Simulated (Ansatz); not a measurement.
C in space group R-3m (No. 166; C on 18f, C on 18f) at seven volumes, DFT-r²SCAN+D4 in the program Ansatz with PAW potentials, shape and atoms relaxed at each. One row is withheld.

```csv
V (Å³/atom),P (GPa)
10.312,3.61
10.652,2.05
10.992,0.84
11.332,0.00
11.672,-0.59
12.012,-0.99
12.352,?
```

Fit the shown pressures and predict the withheld one.

P = (3/2)B₀(x^(7/2) − x^(5/2))[1 + (3/4)(B′ − 4)(x − 1)] with x = (V₀/V)^(2/3). Least squares on the six rows gives V₀ = 11.333 Å³/atom, B₀ = 23.8 GPa, B′ = 10.85. At V = 12.352, x = 0.9442 and P = -1.23 GPa. The run itself gave -1.26 GPa.

The start of the workflow was typed in or built on a structure type; the Crystallography Open Database files this formula in space group No. 166, but the cells were not matched. It is not the phase usual at ambient conditions (space group No. 194, 227). Symmetry was held in the r²SCAN+D4 relaxation; whether a distortion lowers the energy is not shown.

Potentials: the later of the program's two PAW sets.
